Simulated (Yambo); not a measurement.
Yambo run on F (space group C2/c, No. 15). The wavefunctions are LDA (pw.x of Quantum ESPRESSO, ONCV potentials, no spin-orbit coupling) ones on a 6×6×2 mesh (14 occupied bands); a = b = 3.0073 Å, c = 6.6216 Å, α = β = 94.14°, γ = 63.57°.

Yambo input:

```
rim_cut
HF_and_locXC
RandQpts= 1000000
RandGvec= 1 Ry
EXXRLvcs= 84 Ry
VXCRLvcs= 336 Ry
% QPkrange
 1 | 1 | 14 | 15 |
 7 | 7 | 14 | 15 |
%
```

k points by index: 1 = Γ, 7 = (0, -0.5, 0).

Table of the .hf output:

```
#    K-point    Band    Eo [eV]    Ehf [eV]    Vxc [eV]    Vnlxc [eV]
#
    1    14    0.000000    -8.841046    -23.61851    -32.45956
    1    15    2.347421    9.166777    -22.26594    -15.44658
    7    14    -0.140958    -8.866536    -23.40318    -32.12876
    7    15    3.052229    10.16873    -23.65790    -16.54140
```
Exchange alone, without screening.

Geometry of the Materials Project entry, not relaxed at this level.

The distance between layers or molecules is the database entry's, not relaxed here. Functionals without dispersion can leave it too large, which widens gaps and weakens the response across layers: the numbers belong to this cell.
